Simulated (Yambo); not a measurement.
SrNH (space group Pnma, No. 62), G0W0@LDA in Yambo with this input:

```
rim_cut
gw0
dyson
el_el_corr
HF_and_locXC
ppa
em1d
RandQpts= 1000000
RandGvec= 1 Ry
EXXRLvcs= 84 Ry
VXCRLvcs= 336 Ry
Chimod= "HARTREE"
% BndsRnXp
 1 | 243 |
%
NGsBlkXp= 7 Ry
% LongDrXp
 1.0 | 1.0 | 1.0 |
%
PPAPntXp= 27.2114 eV
% GbndRnge
 1 | 243 |
%
GTermKind= "BG"
DysSolver= "n"
ExtendOut
```

On a 2×4×2 mesh, with wavefunctions cut at 84 Ry, the gap (Γ → (0, -0.5, 0)) is 3.293 eV and the valence edge shifts by -0.563 eV.

**Question.** What happens with this change: 6 Ry block?

**Answer.** The gap falls by 0.055 eV, to 3.238 eV; the shift of the valence edge becomes -0.515 eV. Neither run is shown to be the converged limit.

Geometry of the Materials Project entry, not relaxed at this level; primitive cell a = 7.5423 Å, b = 3.9527 Å, c = 5.5996 Å, α = β = γ = 90.00°.

The structure is a Materials Project entry; no match was found in the copy of COD used, and its stability was not checked.

A shift is the quasiparticle energy of the state minus its LDA energy.
